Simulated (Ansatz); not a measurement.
Rb$_{2}$H$_{4}$Pt:
Space group P4₂/mnm (No. 136); a = 5.8665 Å, b = 5.8665 Å, c = 8.4178 Å, α = 90.00°, β = 90.00°, γ = 90.00°

```csv
atom,site,symmetry,x,y,z
Rb,4d,-4..,0.0000,0.5000,0.2500
H,4e,2.mm,0.0000,0.0000,0.1958
H,4f,m.2m,0.1988,0.1988,0.0000
Pt,2a,m.mm,0.0000,0.0000,0.0000
```

Relaxed at zero pressure with the program Ansatz at the r²SCAN level (PAW).

Q: The volume is lowered by 6 % and shape and atoms relax at that volume. What pressure results, and how do the axes share the change?

A: 1.1 GPa; a -1.8 %, b -1.8 %, c -2.5 %; the energy rises by 4 meV/atom.

Q: Give the new structure.

A: 
Space group P4₂/mnm (No. 136); a = 5.760 Å, b = 5.760 Å, c = 8.209 Å, α = 90.00°, β = 90.00°, γ = 90.00°

```json
[
 {"atom": "Rb", "site": "4d", "symmetry": "-4..", "x": "0.0000", "y": "0.5000", "z": "0.2500"},
 {"atom": "H", "site": "4e", "symmetry": "2.mm", "x": "0.0000", "y": "0.0000", "z": "0.2006"},
 {"atom": "H", "site": "4f", "symmetry": "m.2m", "x": "0.2023", "y": "0.2023", "z": "0.0000"},
 {"atom": "Pt", "site": "2a", "symmetry": "m.mm", "x": "0.0000", "y": "0.0000", "z": "0.0000"}
]
```

The phase is kept; no other phase was compared at this pressure.

Space group P4_2/mnm. The first step of the workflow began from a Materials Project structure, measured or hypothetical; the Crystallography Open Database copy checked does not list it. Whether it is the stable phase at ambient conditions was not checked. The cell was relaxed with r²SCAN under the symmetry of its start; its stability against distortions is not shown here. No spin polarisation was allowed. Spin–orbit coupling is left out wherever it is not named.

Potentials: the later of the program's two PAW sets.
